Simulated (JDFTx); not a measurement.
TiAl3(110) slab cut from bulk TiAl3 (space group I4/mmm, indices of the conventional cell, lattice of the Materials Project entry mp-542915, not re-optimised): 14 atoms in 7 planes, a 1x1 cell of 23.14 Å² (|a| = 5.062, |b| = 5.062 Å), 8.0 Å between the outermost planes, Al outermost, slab composition Ti3Al11, cell height 24.1 Å, 6×6×1 k mesh, Fermi smearing 0.01 Ha, no spin polarisation. Whether this polymorph is the ambient one wasn't checked. Neither spin polarisation nor a larger cell was tried.

Profiles through the double layer of this slab, charged, in SCCS (g09 parameters), water, 1 M KF; PBE, GBRV ultrasoft potentials, plane waves to 20/100 Ha, JDFTx (a modified build). z is the height above the outermost atoms, φ the plane-averaged electrostatic potential energy of an electron (zero in the bulk liquid), ρ_b the bound charge of solvent and ions, s the cavity shape function (0 in the solid, 1 in the liquid).

| z (Å) | n (e/Å³) | s | φ (eV) | ρ_b (10⁻³ e/Å³) |
|---|---|---|---|---|
| 0.82 | 0.0848 | 0.00 | -1.708 | 0.00 |
| 1.28 | 0.0400 | 0.00 | -1.021 | 0.06 |
| 1.73 | 0.0150 | 0.00 | -0.284 | 0.85 |
| 2.19 | 0.0051 | 0.05 | -0.037 | 0.34 |
| 2.65 | 0.0017 | 0.50 | 0.008 | 0.67 |
| 3.11 | 0.0006 | 1.00 | 0.008 | 0.60 |
| 3.57 | 0.0002 | 1.00 | 0.007 | 0.21 |
| 4.03 | 0.0001 | 1.00 | 0.006 | 0.07 |
| 4.49 | 0.0000 | 1.00 | 0.005 | 0.03 |
| 4.95 | 0.0000 | 1.00 | 0.004 | 0.01 |
| 5.41 | 0.0000 | 1.00 | 0.004 | 0.00 |
| 5.87 | 0.0000 | 1.00 | 0.003 | 0.00 |
| 6.32 | 0.0000 | 1.00 | 0.003 | 0.00 |
| 6.78 | 0.0000 | 1.00 | 0.002 | 0.00 |
| 7.24 | 0.0000 | 1.00 | 0.002 | 0.00 |
| 7.70 | 0.0000 | 1.00 | 0.002 | 0.00 |

Problem. Is the electrode positively or negatively charged, and roughly by how much?

Solution. Negatively: σ = -2.1 μC/cm² per face. The liquid's bound charge is of the opposite sign overall, and far from the surface φ decays with the screening length (3.0 Å).
